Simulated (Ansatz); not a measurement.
Level of theory: DFT PBE, scalar-relativistic, plane waves, PAW (Ansatz). Settings: cutoff 420 eV, Γ-centred meshes spaced at most about 0.3 Å⁻¹, and about 0.25 Å⁻¹ or finer for metals (2π included), Gaussian smearing. No spin polarisation in the final relaxations.

Temperature and zero-point effects are left out.

Two forms of P4C were relaxed alike.

1.

```
CELL_PARAMETERS angstrom
3.38404 -5.07403 0.00000
3.38404 5.07403 0.00000
0.00000 0.00000 2.74454
ATOMIC_POSITIONS crystal
P 0.80945 0.80945 0.50000
P 0.19055 0.19055 0.50000
P 0.60604 0.39396 0.00000
P 0.39396 0.60604 0.00000
C 0.00000 0.00000 0.00000
```

2.

```
CELL_PARAMETERS angstrom
-2.61495 2.61495 2.61495
2.61495 -2.61495 2.61495
2.61495 2.61495 -2.61495
ATOMIC_POSITIONS crystal
P 0.00000 0.58548 0.00000
P 0.41452 0.41452 0.41452
P 0.00000 0.00000 0.58548
P 0.58548 0.00000 0.00000
C 0.00000 0.00000 0.00000
```

Question: Which form is favoured at zero pressure, and by what margin per atom?

Answer: Cell 2 is lower, by 41 meV/atom. Cell 1 has space group Cmmm (No. 65), 18.9 Å³/atom and no gap on its mesh; cell 2 has space group I-43m (No. 217), 14.3 Å³/atom and no gap. Counting P atoms around C (those within 1.25 times the shortest such distance or 1.15 times the sum of covalent radii), cell 1 and cell 2 both have C 4. Cell 1 holds P–P pairs (shortest 2.15 Å); in cell 2 the shortest P–P distance is 2.69 Å, near bonding range too. Even the lower one lies +0.81 eV/atom against the reference forms of the elements (uncorrected), so neither is stable at this level. Both come from invented guesses. A third cell relaxed alike, in P-3m1, lies 49 meV/atom below the lower of the two.

Weakly bound directions are ill-defined at this level, which has no dispersion term (Cmmm), and this can change margins and order among such cells. Cells relaxed within their symmetry can be saddle points.
